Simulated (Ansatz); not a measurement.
## WC: from a starting cell to a relaxed one

The start is a generated cell, WC placed in the AFLOW prototype AB_oP8_62_c_c (B16, as in GeS). Cell shape, volume and atoms are optimised at zero target pressure with PBEsol (plane waves to 420 eV, PAW, scalar-relativistic; Ansatz, a quantum-chemistry and plane-wave program). First-step values are on the input's coarse k-mesh.

Ansatz input (later rounds restart from its end on a renewed k-mesh):
Ansatz 0.2 input:
```yaml
crystal:
  lattice:
    - [8.7492259, 0, 0]
    - [0, 3.0563515, 0]
    - [0, 0, 3.6021285]
  atoms:
    - { symbol: W, position: [0.375, 0.25, 0.333] }
    - { symbol: W, position: [0.875, 0.25, 0.167] }
    - { symbol: W, position: [0.625, 0.75, 0.667] }
    - { symbol: W, position: [0.125, 0.75, 0.833] }
    - { symbol: C, position: [0.139, 0.25, 0.389] }
    - { symbol: C, position: [0.639, 0.25, 0.111] }
    - { symbol: C, position: [0.861, 0.75, 0.611] }
    - { symbol: C, position: [0.361, 0.75, 0.889] }
basis: { ecutwfc: 420, ecutrho_ratio: 4, xc_grid: 2, fft_grid_basis: typed }
kpoints: { mp_grid: { grid: [3, 8, 7] } }
hamiltonian:
  xc: pbesol
  dispersion: none
  pseudopotentials: { kind: paw }
scf: { occupations: { method: fermi_dirac, width: 0.05 } }
relax: { f_tol: 0.01, max_steps: 100, cell: { stress_tol: 0.02 } }
output: { forces: true, stress: true }
```

```yaml
largest_initial_force: about 1.1 eV/Å, on W1, W2, W3, W4 (atoms numbered as listed)
Shortest distances (start → end): "The closest pairs of elements (up to four, under 3.6 Å), start → end: C–W 2.07 → 2.16 Å; W–W 2.93 → 2.92 Å; C–C 2.98 → 2.94 Å"
band_gap_at_the_end: zero (metallic)
optimiser_moves: 21
```

Relaxed structure:

```cif
data_C2W2
_chemical_formula_sum 'W2 C2'
_space_group_name_H-M_alt 'P4/nmm :1'
_space_group_IT_number 129
_space_group_name_Hall 'P 4ab 2ab -1ab'
_cell_length_a 3.04148
_cell_length_b 3.04148
_cell_length_c 4.43983
_cell_angle_alpha 90.000
_cell_angle_beta 90.000
_cell_angle_gamma 90.000
loop_
_space_group_symop_operation_xyz
  'x, y, z'
  '-y+1/2, x+1/2, z'
  '-x, -y, z'
  'y+1/2, -x+1/2, z'
  'x+1/2, -y+1/2, -z'
  '-y, -x, -z'
  '-x+1/2, y+1/2, -z'
  'y, x, -z'
  '-x+1/2, -y+1/2, -z'
  'y, -x, -z'
  'x+1/2, y+1/2, -z'
  '-y, x, -z'
  '-x, y, z'
  'y+1/2, x+1/2, z'
  'x, -y, z'
  '-y+1/2, -x+1/2, z'
loop_
_atom_site_label
_atom_site_type_symbol
_atom_site_symmetry_multiplicity
_atom_site_Wyckoff_symbol
_atom_site_fract_x
_atom_site_fract_y
_atom_site_fract_z
_atom_site_occupancy
W1 W 2 c 0.50000 0.00000 0.22161 1
C1 C 2 c 0.00000 0.50000 0.27494 1
```

Final values are on a 15×15×11 k-mesh of the relaxed cell. No spin polarisation in the result.

The run could not lose the symmetry of its start: the end is stationary, and may be a saddle point rather than a minimum.

The relaxed structure here is a generated cell of WC: the first start was made by placing the elements on the sites of a structure type, and the end was not matched to a known phase here, so it may be hypothetical. Known forms of WC include space group No. 187.
